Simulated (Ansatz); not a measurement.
LiTaO3:
Space group R3c, hexagonal axes (No. 161); a = 5.1399 Å, b = 5.1399 Å, c = 13.7711 Å, α = 90.00°, β = 90.00°, γ = 120.00°

```csv
atom,site,symmetry,x,y,z
Li,6a,3.,0.0000,0.0000,0.2052
Ta,6a,3.,0.0000,0.0000,0.4884
O,18b,1,0.0106,0.3816,0.2520
```
(The calculation used a cell of 10 atoms; values per cell refer to that cell.)

Relaxed with PBEsol. The program Ansatz at the PBEsol level (PAW) gives a gap of 3.79 eV.

Task: What gap does HSE06 give on the same cell (Ansatz, PAW)?

Result: 5.37 eV, 1.58 eV more. The hybrid was solved on a coarser mesh and at special points; its gap is the smallest among all of these.

| k | v1 PBEsol | c1 PBEsol | v1 HSE06 | c1 HSE06 |
|---|---|---|---|---|
| Γ | -0.03 | 3.79 | -0.03 | 5.37 |
| T | -0.31 | 5.20 | -0.33 | 6.88 |
| L | -0.26 | 4.62 | ? | ? |
| F | -0.28 | 3.84 | ? | ? |
| S0 | -0.16 | 4.00 | ? | ? |
| H0 | -0.32 | 4.37 | ? | ? |

Task: Top valence (v1) and lowest conduction level (c1) in eV from each method's valence maximum (which need not be a listed point): supply the withheld HSE06 values.

Result: 
- H0, v1 HSE06: -0.35
- H0, c1 HSE06: 5.96
- L, v1 HSE06: -0.28
- L, c1 HSE06: 6.24
- S0, v1 HSE06: -0.18
- S0, c1 HSE06: 5.58
- F, v1 HSE06: -0.29
- F, c1 HSE06: 5.42

Cost on shared cores: the PBEsol run (SCF on a 7×7×7 mesh, then bands and DOS) very roughly 2.1 core-minutes, the HSE06 run (SCF on 4×4×4, then a few points) very roughly 8 core-minutes; the tasks are unlike.

The PBEsol relaxation kept the symmetry of its start. No spin polarisation was allowed. Spin–orbit coupling is left out wherever it is not named.

Potentials: the later of the program's two PAW sets.
